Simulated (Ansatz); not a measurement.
Data:

Starting cell, CsSnI3 (cubic perovskite):

```
CELL_PARAMETERS angstrom
      6.27122     0.00000     0.00000
      0.00000     6.27122     0.00000
      0.00000     0.00000     6.27122
ATOMIC_POSITIONS crystal
  Cs 0.00000 0.00000 0.00000
  Sn 0.50000 0.50000 0.50000
  I  0.00000 0.50000 0.50000
  I  0.50000 0.50000 0.00000
  I  0.50000 0.00000 0.50000
```

In this cell atom 1 (Cs, nearest neighbour I at 4.434 Å; its periodic images, 6.3 Å or more away, move with it) is moved by s along Cartesian [111], unit vector (0.577, 0.577, 0.577); all other atoms and the cell stay fixed.

Level of theory: PBE (plane waves to 420 eV, PAW, scalar-relativistic; Ansatz, a first-principles code). k mesh 5×5×5 (Γ-centred), Fermi-Dirac smearing 0.05 eV. E stands for the smeared free energy. CsSnI3 was relaxed with its symmetry unable to fall. Spin-orbit coupling is left out, though I is heavy. The PAW data are Ansatz's earlier set. This is a high-temperature form of CsSnI3. The zero of ΔE is the undisplaced structure.

The scan covers s from -1.330 to 1.330 Å in 11 points.

Is the energy the same for equal positive and negative displacements?

Even: the same for both signs. With its periodic images moving along, the atom's site symmetry in this cell is m-3m.

What is the energy change at s = 1.330 Å?

466 meV/cell.

What force acts on the atom along the line at s = -1.330 Å?

1.37 eV/Å.

(For displaced atoms, the force is minus the slope of the energy, and its curvature is a force constant, which sets phonon frequencies.)
